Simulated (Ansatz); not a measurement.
Input:

TePb$_{2}$S:
```cif
data_Pb2STe
_chemical_formula_sum 'Te1 Pb2 S1'
_space_group_name_H-M_alt 'P 1'
_space_group_IT_number 1
_cell_length_a 4.34738
_cell_length_b 4.34738
_cell_length_c 6.14672
_cell_angle_alpha 90.000
_cell_angle_beta 90.000
_cell_angle_gamma 90.000
loop_
_space_group_symop_operation_xyz
  'x, y, z'
loop_
_atom_site_label
_atom_site_type_symbol
_atom_site_fract_x
_atom_site_fract_y
_atom_site_fract_z
_atom_site_occupancy
Te1 Te 0.50000 0.50000 0.00000 1
Pb1 Pb 0.00000 0.00000 0.00000 1
Pb2 Pb 0.50000 0.50000 0.50000 1
S1 S 0.00000 0.00000 0.50000 1
```

This is the LDA-relaxed structure.

### Question
All from the program Ansatz at the LDA level (PAW), unless another level is named. Estimate the electronic character.

### Answer
no gap, with almost no states at the Fermi level (zero-gap or semimetallic).

### Question
Give the formation energy from the elements (no fitted shifts).

### Answer
-0.36 eV/atom.

Space group P4/mmm. The first step of the workflow began from a Materials Project structure, measured or hypothetical; the Crystallography Open Database copy checked does not list it. With Te and S taken as one species the cell has the higher symmetry Fm-3m, so it may be an ordered model of a mixed-site phase. Whether it is the stable phase at ambient conditions was not checked. Symmetry was held in the LDA relaxation. At this level the phase is dynamically unstable (imaginary phonons). The references are the lowest solids computed at this level, not always the standard phases. Spin–orbit coupling is left out wherever it is not named.

Potentials: the later of the program's two PAW sets.
